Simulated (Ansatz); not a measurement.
C:
```
CELL_PARAMETERS angstrom
      0.00000     3.74489     3.74489
      3.74489     0.00000     3.74489
      3.74489     3.74489     0.00000
ATOMIC_POSITIONS crystal
  C  0.57055 0.28836 0.57055
  C  0.96164 0.67945 0.67945
  C  0.57055 0.57055 0.28836
  C  0.67945 0.96164 0.67945
  C  0.57055 0.57055 0.57055
  C  0.67945 0.67945 0.67945
  C  0.28836 0.57055 0.57055
  C  0.67945 0.67945 0.96164
```

Relaxed with PBEsol. PBEsol (plane waves, PAW; program Ansatz) gives a gap of 2.25 eV.

What gap does HSE06 give on the same cell (Ansatz, PAW)?

3.20 eV, 0.95 eV more. The hybrid was solved on a coarser mesh and at special points; its gap is the smallest among all of these.

```
k  v1 PBEsol  c1 PBEsol  v1 HSE06  c1 HSE06
-  ---------  ---------  --------  --------
Γ       0.00       2.25      0.00      3.20
X      -2.89       3.26       ___       ___
L      -1.80       2.28       ___       ___
W      -3.17       3.55       ___       ___
K      -2.63       3.20       ___       ___
```

Top valence (v1) and lowest conduction level (c1) in eV from each method's valence maximum (which need not be a listed point): supply the withheld HSE06 values.


- K, v1 HSE06: -2.86
- K, c1 HSE06: 4.33
- X, v1 HSE06: -3.17
- X, c1 HSE06: 4.40
- L, v1 HSE06: -1.95
- L, c1 HSE06: 3.34
- W, v1 HSE06: -3.47
- W, c1 HSE06: 4.66

Cost on shared cores: the PBEsol run (SCF on a 7×7×7 mesh, then bands and DOS) very roughly 28 core-seconds, the HSE06 run (SCF on 4×4×4, then a few points) very roughly 110 core-seconds; the tasks are unlike.

Space group Fd-3m. The start of the workflow was typed in or built on a structure type. Its sites differ from those of the usual phase in this space group: another stacking or structure type. Symmetry was held in the PBEsol relaxation; whether a distortion lowers the energy is not shown.

Potentials: the later of the program's two PAW sets.
